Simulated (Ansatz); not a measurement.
BaTiO3:
```
BaTiO3
1.0
    3.98471     0.00000     0.00000
    0.00000     3.98471     0.00000
    0.00000     0.00000     4.20562
Ba Ti O
1 1 3
Cartesian
  1.99236   1.99236   2.48786
  0.00000   0.00000   0.45750
  0.00000   1.99236   0.25277
  1.99236   0.00000   0.25277
  0.00000   0.00000   2.26870
```

The program Ansatz at the PBE level (PAW) gives a gap of 1.85 eV without spin–orbit coupling, maximum at A, minimum at Γ.

Question: What happens when spin–orbit coupling is switched on?

Answer: The gap hardly moves, to 1.85 eV; maximum at A, minimum at Γ.

Question: Give the electron effective mass with spin–orbit coupling.

Answer: 0.45, 0.45, 9.2 mₑ (principal values).

Question: Give the hole effective mass with spin–orbit coupling.

Answer: 0.87, 0.87, 27 mₑ (principal values).

Space group P4mm. Symmetry was held in the PBE relaxation. The run is not spin-polarised.

Potentials: the earlier of the program's two PAW sets.
